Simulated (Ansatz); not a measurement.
SiRh:
```
CELL_PARAMETERS angstrom
      2.94618     0.00000     0.00000
      0.00000     2.94618     0.00000
      0.00000     0.00000     2.94618
ATOMIC_POSITIONS crystal
  Si 0.50000 0.50000 0.50000
  Rh 0.00000 0.00000 0.00000
```

Relaxed with PBEsol. Special points in fractions of this cell's reciprocal vectors: Γ (0.000, 0.000, 0.000); X (0.000, 0.500, 0.000); M (0.500, 0.500, 0.000); R (0.500, 0.500, 0.500).

List the band energies nearest the Fermi level at these points for plane-wave PAW PBEsol (Ansatz code).

In eV from the Fermi level; about four levels below and three above (degenerate sets whole), none deeper than 8.9 eV; points with the same levels are listed once.

```tsv
k	below	above
Γ	-5.41 -5.41 -1.96 -1.96 -1.96	2.26 2.26 2.26
X	-3.92 -3.92 -1.70 -0.08	5.46 7.84 7.84
M	-4.56 -4.56 -3.23 -3.23 -0.61	1.93 3.15 5.68
R	-7.20 -7.20 -7.20 -3.46 -0.52 -0.52	2.19 2.19 2.19
```

Space group Pm-3m (CsCl type). The first step of the workflow began from a Materials Project structure, measured or hypothetical; the Crystallography Open Database copy checked does not list it. COD files the formula under space group No. 14, so this cell is another polymorph or a model. Whether it is the stable phase at ambient conditions was not checked. The PBEsol relaxation kept the symmetry of its start. At this level the phase is mechanically unstable. No spin polarisation was allowed. Scalar-relativistic: spin–orbit coupling is off unless named, which matters more the heavier the elements.

Potentials: the later of the program's two PAW sets.
